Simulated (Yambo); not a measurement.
A G0W0@PBEsol run in Yambo for BaTiO₃ (space group P4mm, No. 99) (4×4×4 Γ-centred k mesh, bands 2 to 127 and a 8 Ry block in the screening, 127 bands in G with the Bruneval-Gonze terminator, plasmon pole fitted at 27.2 eV) gives these matrix elements, in eV, at the band edges (A → Γ):

```tsv
state	E0	<Vxc>	<Σx>	<Σc(E0)>	Z
valence edge	0.000	-19.744	-24.850	4.686	0.765
conduction edge	1.809	-18.744	-11.425	-5.745	0.779
```

Solve the linearised quasiparticle equation for both states, give the gap, and say how exchange and correlation each act on it.

E = E0 + Z(Σx + Σc − Vxc). Valence: 0.000 + 0.765 × (-24.850 + (4.686) − (-19.744)) = -0.32 eV. Conduction: 1.809 + 0.779 × (-11.425 + (-5.745) − (-18.744)) = 3.04 eV. The gap is 3.36 eV, against 1.81 eV in PBEsol. Replacing Vxc by bare exchange alone would open it by 12.42 eV; correlation takes back 10.43 eV of that, and Z scales what is left. Nearest settings tried, and what they do to the gap: 84 bands in W, 84 bands in G: -3 meV; 2 Ry block (27 vectors against 179): +679 meV; 4×4×2 mesh: -25 meV. So the settings aren't converged at that level. 

Geometry of the Materials Project entry, not relaxed at this level; primitive cell a = b = 3.990 Å, c = 4.103 Å, α = β = γ = 90.00°.
